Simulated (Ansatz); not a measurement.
Computed with DFT PBE, scalar-relativistic, plane waves, PAW (Ansatz). Settings: cutoff 420 eV, Γ-centred meshes spaced at most about 0.3 Å⁻¹, and about 0.25 Å⁻¹ or finer for metals (2π included), Gaussian smearing. No spin polarisation in the final relaxations.

All energies are static (0 K, no zero-point motion). All come from trial cells, and lower structures may exist.

Question: Order these relaxed structures of Si5Se by energy, lowest first, with the energy over the lowest of them.
A.

```
CELL_PARAMETERS angstrom
4.84643 0.00000 0.00000
-2.42321 4.19713 0.00000
0.00000 0.00000 7.28484
ATOMIC_POSITIONS crystal
Si 0.00000 0.00000 0.18179
Si 0.00000 0.00000 0.81821
Si 0.50000 0.00000 0.00000
Si 0.00000 0.50000 0.00000
Si 0.50000 0.50000 0.00000
Se 0.00000 0.00000 0.50000
```

B.

```
CELL_PARAMETERS angstrom
5.04665 0.00000 0.00000
-2.52333 4.37053 0.00000
0.00000 0.00000 4.55779
ATOMIC_POSITIONS crystal
Si 0.00000 0.50000 0.50000
Si 0.33333 0.66667 0.00000
Si 0.66667 0.33333 0.00000
Si 0.50000 0.00000 0.50000
Si 0.50000 0.50000 0.50000
Se 0.00000 0.00000 0.00000
```

C.

```
CELL_PARAMETERS angstrom
6.26406 0.00000 0.00000
-3.13203 5.42484 0.00000
0.00000 0.00000 4.04003
ATOMIC_POSITIONS crystal
Si 0.27090 0.00000 0.00000
Si 0.00000 0.27090 0.00000
Si 0.72910 0.72910 0.00000
Si 0.33333 0.66667 0.00000
Si 0.66667 0.33333 0.00000
Se 0.00000 0.00000 0.50000
```

D.

```
CELL_PARAMETERS angstrom
2.59882 0.00000 0.00000
0.00000 2.59882 0.00000
0.00000 0.00000 15.38837
ATOMIC_POSITIONS crystal
Si 0.50000 0.50000 0.35706
Si 0.50000 0.50000 0.64294
Si 0.00000 0.00000 0.22213
Si 0.00000 0.00000 0.77787
Si 0.00000 0.00000 0.50000
Se 0.50000 0.50000 0.00000
```

Answer: D (0 meV/atom), B (53 meV/atom), C (64 meV/atom), A (80 meV/atom). Forms: D P4/mmm; B P6/mmm; C P-62m; A P6/mmm. Counting Si atoms around Se (those within 1.25 times the shortest such distance or 1.15 times the sum of covalent radii; a plus sign parts nearer from farther groups; the shortest distance is added where it is long for a bond): D has Se 8 from 3.9 Å; B has Se 6+12 from 2.9 Å; C has Se 6; A has Se 2. D holds Se–Se nets (shortest 2.60 Å); B holds Si–Si nets (shortest 2.52 Å); C holds Si–Si nets (shortest 2.31 Å); A holds Si–Si nets (shortest 2.42 Å). Even the lowest lies +0.51 eV/atom against the elements.

The k mesh leaves some 4 meV/atom of noise in the energy of each metallic cell. No dispersion correction is applied, so the spacing and binding between layers, chains or molecules are poorly described (P4/mmm), and this can change margins and order among such cells. Cells relaxed within their symmetry can be saddle points. Some types were kept out of the candidates beforehand, so the set may lack a known form.
